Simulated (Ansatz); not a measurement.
Input and command of a plane-wave DFT calculation in Ansatz:

```yaml
crystal:
  lattice:
    - [0.0, 2.7223625323, 2.7223625323]
    - [2.7223625323, 0.0, 2.7223625323]
    - [2.7223625323, 2.7223625323, 0.0]
  atoms:
    - { symbol: Si, position: [0.25, 0.25, 0.25] }
    - { symbol: Si, position: [0.75, 0.75, 0.75] }
    - { symbol: Ni, position: [0.0, 0.0, 0.0] }
basis:
  ecutwfc: 420
kpoints:
  mp_grid: { grid: [14, 14, 14] }
hamiltonian:
  xc: pbesol
scf:
  occupations: { method: gaussian, width: 0.1 }
output:
  forces: true
  stress: true
  eigenvalues: true
```

```bash
ansatz run input.yaml --threads 1 --pin off --max-ram 2560MiB --backend cpu --events-out ev --progress --plain --runs-dir out
```

Processor: Arm Neoverse V1, 1 thread, on a host shared with other jobs.

**Question.** Estimate time, memory and problem size.

**Answer.** About 4.2 s on 1 thread of Arm Neoverse V1, with other jobs on the host, peak memory 0.34 GiB. It solves 17 bands at 104 k points (the mesh reduced by the symmetry that the task leaves, which can be less than the crystal's) with about 749 plane waves, in 6 SCF iterations.
